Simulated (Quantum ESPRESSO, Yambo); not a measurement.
## YOF: DFT and GW levels

Space group P4/nmm, origin choice 1 (No. 129); a = 3.832 Å, b = 3.832 Å, c = 5.447 Å, α = 90.00°, β = 90.00°, γ = 90.00°

```tsv
atom	site	symmetry	x	y	z
O	2b	-4m2	0.5000	0.5000	0.5000
F	2a	-4m2	0.0000	0.0000	0.0000
Y	2c	4mm	0.0000	0.5000	0.2885
```

The geometry is that of Materials Project entry mp-10219, symmetrised and not relaxed again.

Starting point: PBEsol (Quantum ESPRESSO, PseudoDojo norm-conserving, 84 Ry, with spin-orbit coupling). G0W0 in Yambo: 4×4×2 Γ-centred k mesh, 192 bands and a 6 Ry block in the screening, 192 bands in G with the Bruneval-Gonze terminator, plasmon pole fitted at 27.2 eV.

```yaml
PBEsol gap along the band path: 4.95 eV
PBEsol gap between the mesh's edge points ((0.25, 0.25, -0.5) → Γ): 4.95 eV
G0W0 gap between the same points: 6.55 eV
PBEsol smallest direct gap on the mesh (at Γ): 5.18 eV
G0W0 direct gap at that point: 6.80 eV
```

| k point | band | E PBEsol (eV) | E QP (eV) | shift (eV) | Z |
|---|---|---|---|---|---|
| Γ | VB−2 | -0.27 | -1.06 | -0.80 | 0.80 |
| Γ | VB−1 | -0.23 | -1.02 | -0.79 | 0.80 |
| Γ | VB | -0.23 | -1.02 | -0.79 | 0.80 |
| Γ | CB | 4.95 | 5.78 | 0.82 | 0.87 |
| Γ | CB+1 | 4.95 | 5.78 | 0.82 | 0.87 |
| Z | VB | -0.11 | -0.90 | -0.80 | 0.80 |
| Z | CB | 5.64 | 7.09 | 1.45 | 0.86 |
| X | VB | -0.69 | -1.65 | -0.96 | 0.80 |
| X | CB | 5.51 | 6.87 | 1.37 | 0.86 |
| R | VB | -1.01 | -1.97 | -0.96 | 0.80 |
| R | CB | 6.33 | 7.99 | 1.66 | 0.85 |
| (0.25, 0.25, -0.5) | VB | 0.00 | -0.77 | -0.77 | 0.80 |
| (0.25, 0.25, -0.5) | CB | 5.47 | 6.84 | 1.37 | 0.86 |
| M | VB | -0.32 | -1.10 | -0.78 | 0.80 |
| M | CB | 5.12 | 6.50 | 1.38 | 0.85 |
| A | VB | -0.35 | -1.12 | -0.77 | 0.80 |
| A | CB | 5.53 | 6.96 | 1.43 | 0.85 |

Energies count from the PBEsol valence-band maximum.

Nearest settings tried, and what they do to the gap: 90 bands in W, 90 bands in G: +419 meV; 3 Ry block (49 vectors against 129): -62 meV. Not varied: mesh. So the settings aren't converged at that level.

The structure is a Materials Project entry; no match was found in the copy of COD used, and its stability was not checked.
